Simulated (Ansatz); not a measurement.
Gd2ZrN3: rattling a relaxed structure

The structure comes from a proposed guess, relaxed at this level; another structure or a mixture of phases may lie lower.

Level of theory: Ansatz 0.2.0, DFT PBE, scalar-relativistic, plane waves, PAW. Settings: cutoff 420 eV, Γ-centred mesh 12×12×4 on the computed 6-atom cell, Gaussian smearing of 0.10 eV; collinear spin from starting moments 7.5 7.5 0.0 0.0 0.0 0.0 μB.

The cell below (6 atoms, space group P-3m1 (No. 164)) is relaxed within its symmetry.

```
Gd Zr N
1.0
     3.40210    0.00000    0.00000
    -1.70105    2.94631    0.00000
     0.00000    0.00000    8.45487
Gd Zr N
2 1 3
Direct
  0.66667 0.33333 0.67067
  0.33333 0.66667 0.32933
  0.00000 0.00000 0.00000
  0.33333 0.66667 0.85312
  0.66667 0.33333 0.14688
  0.00000 0.00000 0.50000
```

For the test a repeat of it with 12 atoms (edges 3.40, 3.40, 16.91 Å) was strained at random (σ = 1.5 % a component), the atoms were moved at random (σ = 0.10 Å), and all was relaxed again on a coarse 6×6×2 mesh (in the run’s order of axes) with 0.20 eV smearing, with no symmetry imposed.

The 4f shell of Gd is treated without a Hubbard U, which places its levels poorly. The magnetic state reached may not be the lowest.

Question: Is the structure stable against such a distortion?

Answer: It returns, within 1 meV/atom of the unmoved cell on that mesh and with the same symmetry when read at 0.1 Å. No instability shows in this cell; modes of other wave vectors, which need another repeat, aren't tested.
